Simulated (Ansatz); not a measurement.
SiGeO₃:
```
CELL_PARAMETERS angstrom
      3.40851     0.00000     0.00000
      0.00000     3.40851     0.00000
      0.00000     0.00000     4.40364
ATOMIC_POSITIONS crystal
  Si 0.50000 0.50000 0.60397
  Ge 0.00000 0.00000 0.15274
  O  0.00000 0.50000 0.48266
  O  0.50000 0.00000 0.48266
  O  0.50000 0.50000 0.96816
```

Relaxed with r²SCAN+D4. Independent-particle spectrum: no excitons, no local fields, no scissors shift; 0.1 eV broadening; ε₁ of the summed bands alone.

Q: Tabulate the dielectric function from DFT-r²SCAN+D4 in the program Ansatz with PAW potentials.

A: 

| E (eV) | ε₁ xx | ε₂ xx | ε₁ zz | ε₂ zz |
|---|---|---|---|---|
| 0.0 | 5.15 | 0.00 | 4.67 | 0.00 |
| 0.5 | 5.18 | 0.00 | 4.69 | 0.00 |
| 1.0 | 5.25 | 0.00 | 4.74 | 0.00 |
| 1.5 | 5.39 | 0.00 | 4.83 | 0.00 |
| 2.0 | 5.61 | 0.00 | 4.96 | 0.00 |
| 2.5 | 5.99 | 0.00 | 5.16 | 0.00 |
| 3.0 | 6.92 | 0.44 | 5.47 | 0.00 |
| 3.5 | 6.89 | 1.12 | 5.95 | 0.02 |
| 4.0 | 7.26 | 1.48 | 6.84 | 0.10 |
| 4.5 | 8.23 | 2.22 | 8.73 | 2.78 |
| 5.0 | 9.08 | 7.27 | 6.72 | 5.50 |
| 5.5 | 5.61 | 3.75 | 6.49 | 2.90 |
| 6.0 | 7.32 | 7.11 | 6.12 | 4.55 |
| 6.5 | 4.15 | 6.50 | 4.82 | 3.57 |
| 7.0 | 2.99 | 8.54 | 5.79 | 4.21 |
| 7.5 | 0.03 | 5.85 | 7.26 | 7.01 |
| 8.0 | -0.17 | 4.24 | 1.12 | 8.57 |
| 8.5 | 0.79 | 3.40 | 0.94 | 5.86 |
| 9.0 | 0.81 | 3.84 | 0.13 | 4.38 |
| 9.5 | 0.02 | 3.35 | -0.47 | 4.57 |
| 10.0 | 0.13 | 2.43 | 0.20 | 3.04 |
| 10.5 | 1.12 | 2.13 | 0.40 | 3.22 |
| 11.0 | 0.89 | 1.86 | 0.04 | 2.63 |
| 11.5 | 1.82 | 2.08 | 0.77 | 1.98 |
| 12.0 | 1.26 | 2.11 | 1.29 | 2.51 |

Q: From ε at 3.2 eV (xx: 6.87 + 0.85i), find n, k, the normal reflectivity and the absorption coefficient.

A: n = 2.63, k = 0.162, R = 20 %, α = 2kE/ħc = 53000 cm⁻¹.

With all bands, ε∞ without local fields is 5.30 (xx = yy), 4.83 (zz).

Space group P4mm. The start of the workflow was typed in or built on a structure type; neither database checked (COD, Materials Project) lists it. Its standing as an ambient phase is unchecked. The r²SCAN+D4 relaxation kept the symmetry of its start; its stability against distortions is not shown here. Spin–orbit coupling is left out wherever it is not named.

Potentials: the later of the program's two PAW sets.
